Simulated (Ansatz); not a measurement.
Sn in space group Im-3m (No. 229; Sn on 12d) under volume change, PBEsol (plane waves, PAW; program Ansatz), scaled uniformly.

```json
[
 {"V (Å³/atom)": "39.814", "E − E(relaxed) (meV/atom)": "42.2", "P (GPa)": "3.76"},
 {"V (Å³/atom)": "41.127", "E − E(relaxed) (meV/atom)": "17.6", "P (GPa)": "2.28"},
 {"V (Å³/atom)": "42.439", "E − E(relaxed) (meV/atom)": "4.2", "P (GPa)": "1.04"},
 {"V (Å³/atom)": "43.752", "E − E(relaxed) (meV/atom)": "0.0", "P (GPa)": "0.00"},
 {"V (Å³/atom)": "45.064", "E − E(relaxed) (meV/atom)": "3.6", "P (GPa)": "-0.87"},
 {"V (Å³/atom)": "46.377", "E − E(relaxed) (meV/atom)": "13.8", "P (GPa)": "-1.60"},
 {"V (Å³/atom)": "47.690", "E − E(relaxed) (meV/atom)": "29.6", "P (GPa)": "-2.22"}
]
```

### Question
What does a third-order Birch–Murnaghan fit give for V₀, B₀ and B′?

### Answer
V₀ = 43.76 Å³/atom, B₀ = 31.7 GPa, B′ = 4.8.

The start of the workflow was typed in or built on a structure type; the Crystallography Open Database copy checked does not list it. It is not the phase usual at ambient conditions (space group No. 141). Symmetry was held in the PBEsol relaxation; whether a distortion lowers the energy is not shown. The volume moved by 32 % from the start of the relaxation. Scalar-relativistic: spin–orbit coupling is off unless named, which matters more the heavier the elements.

Potentials: the later of the program's two PAW sets.
